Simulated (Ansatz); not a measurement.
# SrSi$_{2}$Ag$_{2}$: hydrostatic pressure series

These are results of DFT PBEsol, scalar-relativistic, plane waves, PAW in Ansatz, not measurements. Run with 420 eV cutoff, 12×12×12 k-mesh, Gaussian smearing of 0.10 eV, no spin polarisation.

The relaxed crystal:

```
Sr Si Ag
1.0
    -2.16696    2.16696    5.19886
     2.16696   -2.16696    5.19886
     2.16696    2.16696   -5.19886
Sr Si Ag
1 2 2
Direct
  0.00000 0.00000 0.00000
  0.38761 0.38761 0.00000
  0.61239 0.61239 0.00000
  0.75000 0.25000 0.50000
  0.25000 0.75000 0.50000
```

Cell and atoms are relaxed at each pressure within the symmetry of the start, at zero temperature, so transitions that lower the symmetry aren't seen. The k-mesh given is that at zero pressure and may differ at others. a, b and c are the lengths of the cell vectors above.

| P (GPa) | V (Å³/atom) | V/V0 | a (Å) | b (Å) | c (Å) |
| --- | --- | --- | --- | --- | --- |
| -2 | 20.05 | 1.027 | 6.078 | 6.078 | 6.078 |
| 0 | 19.53 | 1.000 | 6.035 | 6.035 | 6.035 |
| 2 | 19.09 | 0.978 | 5.997 | 5.997 | 5.997 |
| 5 | 18.53 | 0.949 | 5.946 | 5.946 | 5.946 |
| 10 | 17.77 | 0.910 | 5.877 | 5.877 | 5.877 |
| 20 | 16.61 | 0.850 | 5.772 | 5.772 | 5.772 |
| 40 | 15.08 | 0.772 | 5.626 | 5.626 | 5.626 |

Task: What bulk modulus and pressure derivative fit these points?

Result: A third-order Birch–Murnaghan fit gives B0 = 84 GPa and B0' = 4.6.